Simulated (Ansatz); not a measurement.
A geometry of Mg(AlC)2 away from equilibrium: step 3 of the relaxation of a relaxed Mg(AlC)2 cell, doubled along one cell vector, shaken by Gaussian noise of σ = 0.08 Å a coordinate. Level of theory: r2SCAN (plane waves to 500 eV, PAW, scalar-relativistic; Ansatz, a program for electronic structure). Γ-centred k-mesh 8×8×2 on the run's cell (coarser than for final values), Fermi–Dirac smearing 0.05 eV.

```xyz
10
Lattice="3.3632 0.0065 0.0059 -1.6760 2.9031 -0.0019 0.0203 0.0043 11.5526" Properties=species:S:1:pos:R:3 pbc="T T T"
Mg     0.0305    -0.0559    -0.0069
Mg    -0.0448     0.0078     5.7717
Al     1.6804     0.9634     2.0298
Al     1.6463     0.9239     7.8260
Al    -0.0301     1.9397     3.7160
Al     0.0017     1.9045     9.5041
C     -0.0183     1.9399     1.5667
C     -0.0420     1.8863     7.3500
C      1.6548     0.9811     4.1787
C      1.6212     0.9732     9.9770
```

### Question
Give the Cartesian forces on all atoms (eV/Å).

### Answer
```tsv
atom	Fx	Fy	Fz
Mg1	-0.16	0.13	0.00
Mg2	0.03	-0.10	-0.07
Al3	-0.27	0.14	-0.20
Al4	-0.02	0.17	-0.39
Al5	0.11	0.04	0.32
Al6	-0.92	0.34	0.30
C7	0.19	-0.17	-0.28
C8	0.14	0.11	-0.16
C9	-0.01	-0.10	0.31
C10	0.91	-0.56	0.17
```

### Question
What is the pressure?

### Answer
+2.4 GPa, compression positive.

### Question
How far above the relaxed end point is this geometry?

### Answer
0.01 eV/atom; the path ends in P-3m1 (No. 164).

No spin polarisation in the result.

The cell that was disturbed is our relaxation of an entry of Materials Project.
